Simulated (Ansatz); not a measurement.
Total density of states per atom from PBEsol (plane waves, PAW; program Ansatz), in 0.25 eV bins, energy from the Fermi level:

```
E (eV) | states/eV/atom
    -7.85 | ######### 0.19
    -7.60 | ######### 0.17
    -7.35 | ############ 0.23
    -7.10 | ############# 0.26
    -6.85 | ####### 0.14
    -6.60 | ######### 0.19
    -6.35 | ############# 0.26
    -6.10 | ################## 0.35
    -5.85 | ################# 0.34
    -5.60 | ############# 0.27
    -5.35 | ############ 0.24
    -5.10 | ########### 0.22
    -4.85 | ########### 0.23
    -4.60 | ############### 0.29
    -4.35 | ################# 0.33
    -4.10 | ################## 0.37
    -3.85 | ################# 0.33
    -3.60 | ############## 0.29
    -3.35 | ################ 0.32
    -3.10 | ################### 0.38
    -2.85 | ################### 0.37
    -2.60 | ################### 0.37
    -2.35 | ##################### 0.42
    -2.10 | ###################### 0.44
    -1.85 | ########################## 0.51
    -1.60 | ############################# 0.58
    -1.35 | ############################# 0.58
    -1.10 | ############################## 0.60
    -0.85 | ######################### 0.51
    -0.60 | ####################### 0.46
    -0.35 | ##################### 0.41
    -0.10 | ################# 0.34
     0.15 | ############### 0.30
     0.40 | ############## 0.28
     0.65 | ############## 0.27
     0.90 | ############# 0.25
     1.15 | ########### 0.21
     1.40 | ######### 0.18
     1.65 | ####### 0.15
     1.90 | ###### 0.13
     2.15 | ###### 0.11
     2.40 | ##### 0.10
     2.65 | #### 0.09
     2.90 | ###### 0.12
     3.15 | ############# 0.26
     3.40 | ############# 0.26
     3.65 | ############# 0.26
     3.90 | ########### 0.22
     4.15 | ############# 0.26
     4.40 | ################# 0.33
     4.65 | ################### 0.38
```

Task: Which compound is it?
A. BeS, wurtzite
B. SiB, wurtzite
C. SiBi2O5, Cmc2_1 (Pearson symbol oS32)
D. SrCu2Si2, I4/mmm (Cu on 4d, Si on 4e, Sr on 2a)

Result: B, SiB, wurtzite. Within 0.5 eV of the Fermi level: B 2p 59 %, Si 3p 35 %. Projections are on Löwdin-orthogonalised atomic valence shells; empty p or d shells of many metals are not among them.

Space group P6_3mc (wurtzite). The workflow started from a Materials Project entry (that database holds measured and hypothetical structures alike); the Crystallography Open Database copy checked does not list it. Its standing as an ambient phase is unchecked. Symmetry was held in the PBEsol relaxation. At this level the phase is mechanically unstable. Its formation energy is positive at this level, so the cell may be metastable or incomplete.

Potentials: the later of the program's two PAW sets.
